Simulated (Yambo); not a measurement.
A G0W0@PBEsol run in Yambo for Sr₂RuH₆ (space group Fm-3m, No. 225) (4×4×4 Γ-centred k mesh, bands 5 to 159 and a 7 Ry block in the screening, 159 bands in G with the Bruneval-Gonze terminator, plasmon pole fitted at 27.2 eV) gives these matrix elements, in eV, at the band edges (Γ → X):

```
state               E0    <Vxc>     <Σx>  <Σc(E0)>      Z
---------------  -----  -------  -------  --------  -----
valence edge     0.000  -18.569  -22.603     3.393  0.780
conduction edge  2.110  -13.871   -9.435    -3.426  0.820
```

Solve the linearised quasiparticle equation for both states, give the gap, and say how exchange and correlation each act on it.

E = E0 + Z(Σx + Σc − Vxc). Valence: 0.000 + 0.780 × (-22.603 + (3.393) − (-18.569)) = -0.50 eV. Conduction: 2.110 + 0.820 × (-9.435 + (-3.426) − (-13.871)) = 2.94 eV. The gap is 3.44 eV, against 2.11 eV in PBEsol. Replacing Vxc by bare exchange alone would open it by 8.47 eV; correlation takes back 6.82 eV of that, and Z scales what is left. Nearest settings tried, and what they do to the gap: 123 bands in W, 123 bands in G: -5 meV; 6 Ry block (181 vectors against 283): -21 meV; 2×2×2 mesh: -58 meV. So the settings aren't converged at that level. Spin-orbit splittings are left out.

Geometry of the Materials Project entry, not relaxed at this level; primitive cell a = b = c = 5.374 Å, α = β = γ = 60.00°.
